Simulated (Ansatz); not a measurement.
Relaxed candidate structures of NaI:

A. F-43m (No. 216), cF8, zinc blende type; a = b = c = 7.0879 Å, α = β = γ = 90.00°; I 4c (0.250, 0.250, 0.250); Na 4a (0.000, 0.000, 0.000)

B. Pm-3m (No. 221), cP2, CsCl type; a = b = c = 4.039 Å, α = β = γ = 90.00°; Na 1a (0.000, 0.000, 0.000); I 1b (0.500, 0.500, 0.500)

C. Fm-3m (No. 225), cF8, rock salt type; a = 6.460 Å, b = 6.460 Å, c = 6.460 Å, α = 90.00°, β = 90.00°, γ = 90.00°; I 4a (0.000, 0.000, 0.000); Na 4b (0.500, 0.500, 0.500)

**Question.** Rank these by energy per atom (lowest first), as r2SCAN (plane waves to 500 eV, PAW, scalar-relativistic; Ansatz, a first-principles code) gives it.

**Answer.** C (reference, the lowest among the structures calculated here), A (+0.084 eV/atom), B (+0.176 eV/atom)

**Question.** Give each candidate's band gap.

**Answer.** No candidate is metallic. A: 4.42 eV (no spin-orbit coupling); B: 3.06 eV (no spin-orbit coupling); C: 4.45 eV (no spin-orbit coupling).

Each run could gain symmetry but not lose that of its start, so entries can be saddle points. From databases, or of a type measured for this composition: Fm-3m, cF8, rock salt type; the others are generated cells (placed on structure types, drawn at random, substituted or restacked) that were not matched to a known phase here. Static energies at zero pressure. Each cell has its own k-point mesh; energy differences are given only to the digits this allows. No spin polarisation in the result.
